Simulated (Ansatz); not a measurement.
NbAlB in space group Cmcm (No. 63; Al on 4c, B on 4c, Nb on 4c), PBEsol (plane waves, PAW; program Ansatz), all energies at zero smearing, with the estimated change up to a 700 eV cutoff added, with one set of potentials and settings (totals compare only within such a set). Cell of 6 atoms (2 Al, 2 B, 2 Nb): -10348.779 eV.

```json
[
 {"element": "Al", "reference phase": "Fm-3m, 1 atoms in the cell", "E (eV/atom)": "-524.5507"},
 {"element": "B", "reference phase": "R-3m, 12 atoms in the cell", "E (eV/atom)": "-152.6698"},
 {"element": "Nb", "reference phase": "Im-3m, 1 atoms in the cell", "E (eV/atom)": "-4495.4542"}
]
```

Formation energy per atom, worked out: (-10348.779 − 2×(-524.5507) − 2×(-152.6698) − 2×(-4495.4542))/6 = -0.572 eV/atom (-55 kJ per mol of atoms), at 0 K, without zero-point energy or fitted corrections.

The start of the workflow was typed in or built on a structure type; neither database checked (COD, Materials Project) lists it. Its standing as an ambient phase is unchecked. Symmetry was held in the PBEsol relaxation; whether a distortion lowers the energy is not shown. The run is not spin-polarised. The references are the lowest solids computed at this level, not always the standard phases.

Potentials: the later of the program's two PAW sets.
